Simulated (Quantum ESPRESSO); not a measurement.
## SiC: magnetic shieldings

```
CELL_PARAMETERS angstrom
      0.00000     2.17699     2.17699
      2.17699     0.00000     2.17699
      2.17699     2.17699     0.00000
ATOMIC_POSITIONS crystal
  Si 0.25000 0.25000 0.25000
  C  0.00000 0.00000 0.00000
```
The cell comes from the Materials Project (a computed structure). It is SiC in F-43m. Stability against distortions was not tested.

Computed: shieldings by GIPAW with PBE in a modified build of Quantum ESPRESSO, on JTH PAW datasets, 20 Ha, k-mesh 10×10×10 shifted, f-sum rule met within 0.003 %.

| site | site symmetry | σ_iso (ppm) |
|---|---|---|
| Si (atom 1) | -43m | 359 |
| C (atom 2) | -43m | 142 |

Shieldings are absolute and leave out the bulk-susceptibility term; a larger σ means a smaller chemical shift. By our sweeps, such settings leave a few ppm in absolute σ. The datasets of Si hold no d projectors, which limits absolute σ on these atoms. Static lattice: thermal averaging is not included.
